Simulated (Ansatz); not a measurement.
The start is a relaxed Y2Ge cell, doubled along one cell vector, shaken by Gaussian noise of σ = 0.08 Å a coordinate. The cell and all atomic positions are relaxed at zero pressure with r2SCAN (plane waves to 500 eV, PAW, scalar-relativistic; Ansatz, a first-principles code). The first steps use a coarse 5×5×2 k-mesh.

Initial structure:
```
Y2Ge
1.0
    4.37311     0.00000     0.00000
    0.00000     4.37311     0.00000
    0.00000     0.00000    16.16608
Y Ge
8 4
Direct
  0.01427   0.99721   0.99344
  0.99831   0.99723   0.49747
  0.51020   0.50606   0.99489
  0.52046   0.52791   0.49983
  0.52630   0.01983   0.18396
  0.49984   0.97060   0.68153
  0.00236   0.49376   0.32630
  0.98548   0.48326   0.81916
  0.49857   0.99495   0.36390
  0.51327   0.97384   0.85989
  0.00176   0.49254   0.13160
  0.01867   0.51439   0.63978
```

```json
{
  "largest_initial_force": "about 1.0 eV/Å, on Y4 (atoms numbered as listed)",
  "energy_released": "0.03 eV/atom",
  "band_gap_at_the_end": "no gap (metallic)",
  "optimiser_moves": "7"
}
```

Final structure:

Space group P4/nmm, origin choice 1 (No. 129); a = 4.3728 Å, b = 4.3728 Å, c = 8.0828 Å, α = 90.00°, β = 90.00°, γ = 90.00°

| atom | site | symmetry | x | y | z |
|---|---|---|---|---|---|
| Y | 2a | -4m2 | 0.0000 | 0.0000 | 0.0000 |
| Y | 2c | 4mm | 0.0000 | 0.5000 | 0.3566 |
| Ge | 2c | 4mm | 0.5000 | 0.0000 | 0.2754 |

Final values are on a 11×11×6 k-mesh of the relaxed cell. No spin polarisation in the result.

The relaxed structure here is a generated cell of Y2Ge: the first start was made by placing the elements on the sites of a structure type, and the end was not matched to a known phase here, so it may be hypothetical.
